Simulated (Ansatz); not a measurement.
HfO2: computed DOS

```cif
data_structure
_symmetry_space_group_name_H-M 'Fm-3m'
_symmetry_Int_Tables_number 225
_cell_length_a 5.1150
_cell_length_b 5.1150
_cell_length_c 5.1150
_cell_angle_alpha 90.000
_cell_angle_beta 90.000
_cell_angle_gamma 90.000
_cell_volume 133.82
loop_
_atom_site_label
_atom_site_type_symbol
_atom_site_symmetry_multiplicity
_atom_site_Wyckoff_symbol
_atom_site_fract_x
_atom_site_fract_y
_atom_site_fract_z
_atom_site_occupancy
Hf1 Hf 4 a 0.00000 0.00000 0.00000 1
O1 O 8 c 0.25000 0.75000 0.75000 1
```

The runs use the primitive cell with vectors (0.000, 2.558, 2.558), (2.558, 0.000, 2.558), (2.558, 2.558, 0.000) Å, to which the k mesh refers.

The cell is COD entry 9009016, as deposited and not checked against the literature; nothing was relaxed.

Spin–orbit coupling is left out, though it moves levels of the heavy atoms by tenths of an eV or more.

Level of theory: DFT, PBE, all-electron LAPW, scalar-relativistic (Ansatz 0.2.0).

Sampling and basis: a Γ-centred 8×8×8 k mesh, Fermi–Dirac smearing of 0.01 eV, basis error target 1 meV/atom, no spin polarisation.

States per eV and cell, averaged over 0.4 eV, from -11.3 to 6.9 eV, with energies (bin centres) from the valence-band top; empty bins are left out. The partial columns, the largest 4 alone, are projections on Löwdin-orthogonalised atomic shells (those that the program's projection atoms carry: the occupied ones and, for some elements, an empty d or f shell; other empty shells have no column), summed over atoms of an element. Weights on diffuse s and p shells depend on that basis and aren't pure angular character.

```tsv
E (eV)	total	Hf 4f	O 2p	Hf 5d	O 2s
-11.2	18.53	18.47	0.05	0.00	0.00
-10.8	16.47	16.39	0.03	0.01	0.04
-6.0	0.23	0.00	0.15	0.06	0.00
-5.6	0.49	0.00	0.33	0.11	0.00
-5.2	1.13	0.00	0.79	0.26	0.01
-4.8	2.97	0.00	2.08	0.80	0.01
-4.4	2.76	0.01	2.02	0.61	0.02
-4.0	2.89	0.01	2.24	0.48	0.03
-3.6	2.59	0.01	2.06	0.37	0.05
-3.2	1.71	0.00	1.41	0.20	0.02
-2.8	0.79	0.00	0.64	0.09	0.03
-2.4	2.02	0.01	1.71	0.19	0.04
-2.0	2.22	0.01	1.92	0.21	0.03
-1.6	2.49	0.01	2.18	0.22	0.02
-1.2	3.76	0.01	3.35	0.31	0.02
-0.8	3.01	0.01	2.79	0.14	0.02
-0.4	0.83	0.00	0.79	0.03	0.01
0.0	0.10	0.00	0.10	0.00	0.00
4.0	0.51	0.00	0.07	0.41	0.00
4.4	4.82	0.00	0.56	4.07	0.03
4.8	2.45	0.00	0.22	2.19	0.00
5.2	2.21	0.00	0.13	2.05	0.00
6.0	0.02	0.00	0.00	0.00	0.01
6.4	0.13	0.00	0.01	0.03	0.03
6.8	3.06	0.00	0.17	1.96	0.51
```

Problem. Which of the resolved shells contributes most in the top eV of the valence band?

Solution. O 2p, with 93 % of all states there; Hf 5d follows with 4 %.

Problem. Where is the centre of the filled Hf 4f states between -12 eV and the top of the filled states?

Solution. -11.03 eV from the valence-band top.
